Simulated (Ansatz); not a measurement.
CsPH2O4:
```cif
data_H4Cs2O8P2
_chemical_formula_sum 'Cs2 H4 P2 O8'
_space_group_name_H-M_alt 'P21'
_space_group_IT_number 4
_space_group_name_Hall 'P 2yb'
_cell_length_a 4.88976
_cell_length_b 6.27652
_cell_length_c 7.84880
_cell_angle_alpha 90.000
_cell_angle_beta 105.131
_cell_angle_gamma 90.000
loop_
_atom_site_label
_atom_site_type_symbol
_atom_site_symmetry_multiplicity
_atom_site_Wyckoff_symbol
_atom_site_fract_x
_atom_site_fract_y
_atom_site_fract_z
_atom_site_occupancy
Cs1 Cs 2 a 0.27580 0.21928 0.73310 1
H1 H 2 a 0.02810 0.98000 0.01945 1
H2 H 2 a 0.67576 0.22495 0.34827 1
P1 P 2 a 0.20093 0.22901 0.23561 1
O1 O 2 a 0.20817 0.01745 0.12804 1
O2 O 2 a 0.19904 0.42453 0.11845 1
O3 O 2 a 0.03384 0.72459 0.67096 1
O4 O 2 a 0.48786 0.22370 0.38568 1
```

Relaxed with PBEsol.

Q: Which orbitals make up the states near the band edges in DFT-PBEsol in the program Ansatz with PAW potentials?

A: Top 1 eV of the valence band: O 2p 96 %. Bottom 1 eV of the conduction band: Cs 6s 62 %, O 2s 20 %, O 2p 5 %. Projections are on Löwdin-orthogonalised atomic valence shells; empty p or d shells of many metals are not among them.

Q: Tabulate the density of states.

A: States/eV per cell of 16 atoms, in 0.25 eV bins, energy from the valence-band maximum.

| E (eV) | total | O 2p | Cs 5p | P 3p |
|---|---|---|---|---|
| -7.85 | 0.85 | 0.53 | 0.01 | 0.06 |
| -7.60 | 0.00 | 0.00 | 0.00 | 0.00 |
| -7.35 | 8.80 | 5.92 | 0.16 | 0.98 |
| -7.10 | 6.93 | 4.68 | 0.21 | 0.71 |
| -6.85 | 0.27 | 0.19 | 0.01 | 0.03 |
| -6.60 | 0.04 | 0.02 | 0.01 | 0.00 |
| -6.35 | 1.14 | 0.55 | 0.31 | 0.06 |
| -6.10 | 2.91 | 1.19 | 1.13 | 0.16 |
| -5.85 | 13.34 | 2.52 | 9.80 | 0.38 |
| -5.60 | 30.47 | 2.86 | 26.69 | 0.34 |
| -5.35 | 4.77 | 1.34 | 2.70 | 0.15 |
| -5.10 | 5.69 | 2.43 | 2.01 | 0.34 |
| -4.85 | 3.35 | 1.98 | 0.42 | 0.35 |
| -4.60 | 1.97 | 1.23 | 0.18 | 0.25 |
| -4.35 | 11.49 | 7.78 | 0.61 | 1.70 |
| -4.10 | 4.82 | 3.09 | 0.48 | 0.68 |
| -3.85 | 0.00 | 0.00 | 0.00 | 0.00 |
| -3.60 | 3.52 | 2.55 | 0.20 | 0.28 |
| -3.35 | 4.83 | 3.67 | 0.19 | 0.31 |
| -3.10 | 6.63 | 5.25 | 0.23 | 0.37 |
| -2.85 | 9.59 | 7.81 | 0.35 | 0.40 |
| -2.60 | 7.43 | 6.16 | 0.36 | 0.22 |
| -2.35 | 4.62 | 4.22 | 0.13 | 0.04 |
| -2.10 | 14.63 | 13.34 | 0.43 | 0.13 |
| -1.85 | 12.74 | 11.76 | 0.35 | 0.13 |
| -1.60 | 16.01 | 14.79 | 0.34 | 0.30 |
| -1.35 | 0.00 | 0.00 | 0.00 | 0.00 |
| -1.10 | 5.35 | 5.03 | 0.06 | 0.05 |
| -0.85 | 11.07 | 10.39 | 0.12 | 0.14 |
| -0.60 | 14.54 | 14.07 | 0.11 | 0.05 |
| -0.35 | 9.01 | 8.84 | 0.02 | 0.03 |
| -0.10 | 8.02 | 7.90 | 0.03 | 0.01 |
| 0.15 | 0.00 | 0.00 | 0.00 | 0.00 |
| 0.40 | 0.00 | 0.00 | 0.00 | 0.00 |
| 0.65 | 0.00 | 0.00 | 0.00 | 0.00 |
| 0.90 | 0.00 | 0.00 | 0.00 | 0.00 |
| 1.15 | 0.00 | 0.00 | 0.00 | 0.00 |
| 1.40 | 0.00 | 0.00 | 0.00 | 0.00 |
| 1.65 | 0.00 | 0.00 | 0.00 | 0.00 |
| 1.90 | 0.00 | 0.00 | 0.00 | 0.00 |
| 2.15 | 0.00 | 0.00 | 0.00 | 0.00 |
| 2.40 | 0.00 | 0.00 | 0.00 | 0.00 |
| 2.65 | 0.00 | 0.00 | 0.00 | 0.00 |
| 2.90 | 0.00 | 0.00 | 0.00 | 0.00 |
| 3.15 | 0.00 | 0.00 | 0.00 | 0.00 |
| 3.40 | 0.00 | 0.00 | 0.00 | 0.00 |
| 3.65 | 0.00 | 0.00 | 0.00 | 0.00 |
| 3.90 | 0.00 | 0.00 | 0.00 | 0.00 |
| 4.15 | 0.00 | 0.00 | 0.00 | 0.00 |
| 4.40 | 0.00 | 0.00 | 0.00 | 0.00 |
| 4.65 | 0.00 | 0.00 | 0.00 | 0.00 |
| 4.90 | 0.00 | 0.00 | 0.00 | 0.00 |
| 5.15 | 0.00 | 0.00 | 0.00 | 0.00 |
| 5.40 | 0.10 | 0.00 | 0.00 | 0.00 |
| 5.65 | 0.33 | 0.01 | 0.00 | 0.00 |
| 5.90 | 0.53 | 0.03 | 0.01 | 0.00 |
| 6.15 | 0.75 | 0.05 | 0.01 | 0.01 |
| 6.40 | 1.06 | 0.08 | 0.01 | 0.02 |
| 6.65 | 1.50 | 0.12 | 0.02 | 0.04 |
| 6.90 | 2.59 | 0.21 | 0.03 | 0.13 |
| 7.15 | 6.93 | 0.44 | 0.03 | 0.59 |
| 7.40 | 9.47 | 0.41 | 0.02 | 0.70 |
| 7.65 | 7.54 | 0.33 | 0.01 | 0.54 |
| 7.90 | 7.74 | 0.32 | 0.01 | 0.78 |
| 8.15 | 7.40 | 0.38 | 0.01 | 0.92 |
| 8.40 | 4.11 | 0.25 | 0.00 | 0.56 |
| 8.65 | 6.84 | 0.42 | 0.00 | 0.89 |
| 8.90 | 8.22 | 0.48 | 0.01 | 0.96 |
| 9.15 | 12.84 | 0.75 | 0.01 | 1.45 |
| 9.40 | 14.03 | 1.10 | 0.01 | 2.12 |
| 9.65 | 12.04 | 1.08 | 0.01 | 2.07 |
| 9.90 | 8.86 | 0.76 | 0.00 | 1.38 |
| 10.15 | 11.29 | 1.08 | 0.01 | 1.88 |

Space group P2_1. The workflow started from a Materials Project entry (that database holds measured and hypothetical structures alike); the Crystallography Open Database files this formula in space group No. 4, but the cells were not matched. Its standing as an ambient phase is unchecked. The PBEsol relaxation kept the symmetry of its start; of distortions, only those at the zone centre were tested. Scalar-relativistic: spin–orbit coupling is off unless named, which matters more the heavier the elements.

Potentials: the later of the program's two PAW sets.
